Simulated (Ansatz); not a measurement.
Ga4PN3, ordered on the wurtzite lattice (Pm) with 8 atoms a cell was put through Ansatz (plane waves). The cell was relaxed beforehand with r2SCAN.

The cell:
```cif
data_structure
_symmetry_space_group_name_H-M 'P 1'
_symmetry_Int_Tables_number 1
_cell_length_a 5.4802
_cell_length_b 3.3403
_cell_length_c 5.8296
_cell_angle_alpha 90.000
_cell_angle_beta 89.642
_cell_angle_gamma 90.000
_cell_volume 106.71
loop_
_atom_site_label
_atom_site_type_symbol
_atom_site_fract_x
_atom_site_fract_y
_atom_site_fract_z
_atom_site_occupancy
N1 N 0.99590 0.00000 0.32096 1
N2 N 0.00218 0.50000 0.84573 1
N3 N 0.49513 0.50000 0.16917 1
P1 P 0.50760 0.00000 0.66079 1
Ga1 Ga 0.35788 0.00000 0.30154 1
Ga2 Ga 0.35552 0.50000 0.86782 1
Ga3 Ga 0.86222 0.50000 0.16694 1
Ga4 Ga 0.92356 0.00000 0.66705 1
```

What the program printed (shortened):
```
scf.n_extra_bands = 6 over 36 filled bands (N_el = 72.0): the run solves 42 bands
Pseudopotential: N, paw, valence charge 5, recommended cutoff 420 eV (normal)
Pseudopotential: P, paw, valence charge 5, recommended cutoff 420 eV (normal)
Pseudopotential: Ga, paw, valence charge 13, recommended cutoff 420 eV (normal)
Functional definition: PBE
Crystal: 8 atoms, lattice volume = 106.712 Å³
Basis set: ecut = 420 eV, 2119 PW (Γ)
Bands: 42, of which v1, the nominal top of the filled ones, is band 36 counted from 1 (35 counted from 0)
Symmetry: 2 space group operations
Space group: Pm (ITA 6)
k-points: 70 of 192 (time reversal used)
preconditioner: auto → Resta (q_TF=auto, 2.555 Å⁻¹)  ε∞=5.2  [σ=0.020 eV  ℏωp=30.5 eV]
SCF converged after 8 iterations
Free energy (F): -17041.757232 eV
Internal energy: -17041.756924 eV  (E = F + TS)
E sigma→0 (E₀):  -17041.757078 eV
Entropy (-TS):   -0.000309 eV (-0.039 meV/atom)
Fermi energy:    10.348031 eV
--- Forces (eV/Å), atoms counted from 1 ---
  atom   1  N     -0.04903      0.00000      0.00757
  atom   2  N     -0.09556      0.00000    -0.00018
  atom   3  N       0.07693      0.00000      0.08068
  atom   4  P       0.04632      0.00000    -0.06306
  atom   5  Ga    -0.00147      0.00000      0.01046
  atom   6  Ga      0.01548      0.00000    -0.02752
  atom   7  Ga    -0.02837      0.00000      0.02098
  atom   8  Ga      0.03571      0.00000    -0.02891
--- Stress (GPa, compression-positive) ---
        4.812544       0.000000       0.062667
        0.000000       4.643388       0.000000
        0.062668       0.000000       4.732274
  P = ⅓ Tr σ = 4.7294 GPa (47.294 kbar)
--- Band table (eV; the first three rows and the last of 70) ---
  k-point 0: bands = […, 7.3309, 7.6103, 7.9347, 8.7882, 9.1770, 9.9344, 10.3673, 11.7106, 12.7106, 13.8857, …]
  k-point 1: bands = […, 7.1600, 7.2319, 7.8718, 7.9546, 8.7003, 10.2557, 10.9642, 12.4365, 12.8245, 14.1570, …]
  k-point 2: bands = […, 6.4403, 7.0214, 7.7241, 7.8498, 8.5205, 10.1443, 12.0017, 12.2901, 13.5776, 14.1573, …]
  k-point 69: bands = […, 6.6058, 6.6772, 6.7312, 7.3236, 7.9854, 8.0375, 11.7766, 11.9834, 12.2101, 13.4434, …]
```

**Question.** What input produced it? Give the YAML, leaving the band path aside.

**Answer.**
```yaml
crystal:
  # lattice and atoms as above
kpoints:
  mp_grid: { grid: [6, 8, 4] }
hamiltonian:
  xc: pbe
scf:
  occupations: { method: fermi_dirac, width: 0.02 }
  n_extra_bands: 6
output:
  forces: true
  stress: true
  eigenvalues: true
```
A single point prints forces and stress when the output block asks for them. Keys that only write grids to files are left aside. Not every key shows in the log; this is the file that was used, less any keys that only write grids.

PBE gives no gap: the lowest nominally empty band dips 0.10 eV below the top of the last filled one (its bottom at Γ–Z (0.10 of the way from Γ), the top at Γ–A (0.20 of the way from Γ)), so the cell is a metal or semimetal at this level.

Run as `ansatz run input.yaml --threads 4 --pin off --max-ram 6451MiB --backend cpu --events-out ev --progress --plain --runs-dir out`. Wall time 18 s on 4 threads of Arm Neoverse V1, with other jobs on the host, load about 0.6 per core; peak host memory 0.66 GiB.

(Calculated; spin-unpolarised; the phase may be known or hypothetical.)

Where bands overlap, v1 and c1 are numbered by the electron count and aren't everywhere filled or empty.
